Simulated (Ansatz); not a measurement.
Relaxed WC (WC type, space group P-6m2):

```yaml
crystal:
  lattice:
    - [5.82515, 0.00000, 0.00000]
    - [-1.45629, 2.52236, 0.00000]
    - [0.00000, 0.00000, 2.83670]
  atoms:
    - { symbol: W, position: [0.00000, 0.00000, 0.00000] }
    - { symbol: W, position: [0.50000, 0.00000, 0.00000] }
    - { symbol: C, position: [0.33333, 0.33333, 0.50000] }
    - { symbol: C, position: [0.83333, 0.33333, 0.50000] }
```

Scan: atom 1 (W, nearest neighbour C at 2.200 Å; its periodic images, 2.8 Å or more away, move with it) is displaced towards the nearest neighbour, direction (0.662, 0.382, -0.645) in Cartesian axes, by s. The other atoms stay.

These are r2SCAN (plane waves to 500 eV, PAW, scalar-relativistic; Ansatz, an electronic-structure program) values and carry that method's errors. k mesh 15×15×13 (Γ-centred), Fermi-Dirac smearing 0.05 eV. Energies are smeared free energies. Left out: 1 of 11 points, with atoms too close for the PAW data. With partly filled bands, energies and forces of such displacements shift with the k mesh and the smearing. Spin-orbit coupling is left out, though W is heavy. The PAW data are Ansatz's earlier set. WC is run without spin polarisation. WC was relaxed with its symmetry unable to fall. ΔE is measured from the undisplaced structure. The last digit holds for this mesh only.

```
s (Å)   ΔE (meV/cell)
------  -------------
-0.440         2320.4
-0.352         1526.4
-0.264          880.7
-0.176          400.8
-0.088          102.4
0.000             0.0
0.088        withheld
0.176           435.4
0.264          1006.5
0.352          1852.0
```

Task: Fit a polynomial form (powers 2, 3, 4) to the given rows and predict ΔE at s = 0.088.

Result: Least squares on the 9 given rows: ΔE = (13540)·s² + (3722)·s³ + (467.4)·s⁴, in meV/cell with s in Å; root-mean-square residual 3.92 meV/cell. At 0.088 the fit gives 107.4 meV/cell; the calculation gives 106.6 meV/cell, so the interpolation is off by 0.8 (+0.8 %). The quadratic term alone would give 104.9 meV/cell.

(For displaced atoms, the force is minus the slope of the energy, and its curvature is a force constant, which sets phonon frequencies.)
